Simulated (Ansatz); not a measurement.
Consider the following.

Starting cell, LiCl (rock salt):

```yaml
crystal:
  lattice:
    - [0.00000, 5.11228, 5.11228]
    - [2.55614, 0.00000, 2.55614]
    - [2.55614, 2.55614, 0.00000]
  atoms:
    - { symbol: Cl, position: [0.00000, 0.00000, 0.00000] }
    - { symbol: Cl, position: [0.50000, 0.00000, 0.00000] }
    - { symbol: Li, position: [0.25000, 0.50000, 0.50000] }
    - { symbol: Li, position: [0.75000, 0.50000, 0.50000] }
```

The atoms are displaced by Q × the pattern below (from a DFPT mode at L = (0.5, 0.0, 0.0), largest move 1; Q in Å), at fixed cell. It is one choice among 2 degenerate patterns. (q is in reciprocal vectors of the primitive cell; the cell shown is doubled to hold the pattern.)

| atom | x | y | z |
|---|---|---|---|
| Li3 | -0.285 | 0.520 | -0.805 |
| Li4 | 0.285 | -0.520 | 0.805 |

Atoms not listed stay in place.

These are r2SCAN (plane waves to 500 eV, PAW, scalar-relativistic; Ansatz, a first-principles code) values and carry that method's errors. k mesh 11×11×11 (Γ-centred), Fermi-Dirac smearing 0.05 eV. E stands for the smeared free energy. LiCl was relaxed with its symmetry unable to fall. The zero of ΔE is the undisplaced structure.

The scan covers Q from -0.180 to 0.180 Å in 13 points.

Problem. Which space group does the distorted structure have?

Solution. P-1 (No. 2), lowered from Fm-3m.

Problem. What is the energy change at Q = 0.180 Å?

Solution. 35.2 meV/cell.

Problem. What harmonic wavenumber does the curvature at Q = 0 give?

Solution. 204 cm⁻¹.

(For displaced atoms, the force is minus the slope of the energy, and its curvature is a force constant, which sets phonon frequencies.)
